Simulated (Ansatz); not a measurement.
Here is an unrelaxed guess for CaSi2N3.

```xyz
6
Lattice="5.3175 0.0000 0.0000 -2.6588 4.6051 0.0000 0.0000 0.0000 3.2214" Properties=species:S:1:pos:R:3 pbc="T T T"
Ca    0.0000    0.0000    0.0000
Si    0.0000    3.0701    0.0000
Si    2.6588    1.5350    0.0000
N     2.6588    0.0000    1.6107
N     1.3294    2.3025    1.6107
N    -1.3294    2.3025    1.6107
```

Method: DFT PBE, scalar-relativistic, plane waves, PAW (Ansatz 0.2.0). Plane waves to 420 eV, a k mesh through Γ of 6×6×6 on the computed 6-atom cell and Gaussian smearing (0.10 eV); no spin polarisation.

The zero of energy is the elements' standard structures at the same level (N₂ as a molecule); no fitted shifts are applied.

Task: How far from equilibrium is it?

Result: The pressure is -17.6 GPa (the mean over three directions, positive in compression), the largest force is 0.00 eV/Å (symmetry fixes the atoms), and the energy is +0.76 eV/atom against the elements. The shortest distance is 2.23 Å.

Task: How much does it gain on relaxing, and where does it end?

Result: Relaxing gains about 0.71 eV/atom (the start's value is from the coarse mesh, so the gain is rough) in 14 ionic steps and ends at +0.06 eV/atom on the finer mesh. The symmetry stays P6/mmm (No. 191). The volume per atom shrinks by 22.7 %, from 13.1 to 10.2 Å³. The shortest distance goes from 2.23 Å (Si–N) to 1.99 Å (Si–N). The ratio c/a of the conventional cell changes by a factor of 0.83. Conventional cell: a = 5.201 Å, c = 2.605 Å. Around Ca lie 2 Ca at 2.60 Å, 12 N at 2.91 Å and 6 Si at 3.00 Å; Si has 6 N at 1.99 Å, 2 Si at 2.60 Å, 3 Ca at 3.00 Å and 3 Si at 3.00 Å; N is surrounded by 4 Si at 1.99 Å, 6 N at 2.60 Å and 4 Ca at 2.91 Å.

The last run used a 12×12×14 mesh (in the run's order of axes) for its 6-atom cell and Gaussian smearing of 0.10 eV. An odd number of electrons in the primitive cell allows no gap without spin; a larger cell or a magnetic state could open one. The relaxation can't lower the symmetry of the start. Symmetry constrained the relaxation, so the result can be a saddle point. Another cell of CaSi2N3 relaxed alike, in P6/mmm, lies 0.59 eV/atom lower, so this cell isn't the stable form at this level.
